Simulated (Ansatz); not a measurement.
The relaxed structure here is a generated cell of Hf: the first start was made by a random draw of sites in a space group, and the end was not matched to a known phase here, so it may be hypothetical. Known forms of Hf include space group No. 194.

A relaxed cell of Hf (I4/mmm (No. 139)), relaxed on a k-mesh at least as fine as the one used below. Calculation: PBE (plane waves to 420 eV, PAW, scalar-relativistic; Ansatz, a quantum-chemistry and plane-wave program). Γ-centred k-mesh 7×13×12 on the run's cell (coarser than for final values), Fermi–Dirac smearing 0.05 eV.

```
CELL_PARAMETERS angstrom
     -3.74475     3.74475     3.18744
      1.87238    -1.87238     1.59372
      1.87238     1.87238    -1.59372
ATOMIC_POSITIONS crystal
  Hf 0.00000 0.00000 0.00000
  Hf 0.50000 0.00000 0.00000
```

The atoms are displaced by (Å):

```json
[
 {"atom": "Hf1", "ux": "0.029", "uy": "0.122", "uz": "-0.001"},
 {"atom": "Hf2", "ux": "0.082", "uy": "0.013", "uz": "-0.091"}
]
```

Question: What forces (eV/Å) and pressure result?

Answer: 
```json
[
 {"atom": "Hf1", "Fx": "0.21", "Fy": "-0.28", "Fz": "-0.18"},
 {"atom": "Hf2", "Fx": "-0.21", "Fy": "0.28", "Fz": "0.18"}
]
```

Pressure +0.5 GPa.

The undisplaced cell is probably no minimum: from this displacement the run went on to P6₃/mmc (No. 194), 0.15 eV/atom below it.

No spin polarisation in the result.
